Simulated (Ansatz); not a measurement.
Ir (simple cubic, Pm-3m) at seven volumes, PBEsol in the plane-wave PAW code Ansatz, scaled uniformly. One row is withheld.

| V (Å³/atom) | P (GPa) |
|---|---|
| 14.933 | ? |
| 15.426 | 19.89 |
| 15.918 | 9.07 |
| 16.410 | 0.00 |
| 16.903 | -7.59 |
| 17.395 | -13.92 |
| 17.887 | -19.19 |

### Question
Fit the shown pressures and predict the withheld one.

### Answer
P = (3/2)B₀(x^(7/2) − x^(5/2))[1 + (3/4)(B′ − 4)(x − 1)] with x = (V₀/V)^(2/3). Least squares on the six rows gives V₀ = 16.410 Å³/atom, B₀ = 276 GPa, B′ = 4.97. At V = 14.933, x = 1.0649 and P = 32.93 GPa. The run itself gave 32.83 GPa.

A made-up cell: these elements were put on the sites of a structure type; neither database checked (COD, Materials Project) lists it. It is not the phase usual at ambient conditions (space group No. 225). The PBEsol relaxation kept the symmetry of its start; whether a distortion lowers the energy is not shown. No spin polarisation was allowed. Spin–orbit coupling is left out wherever it is not named.

Potentials: the later of the program's two PAW sets.
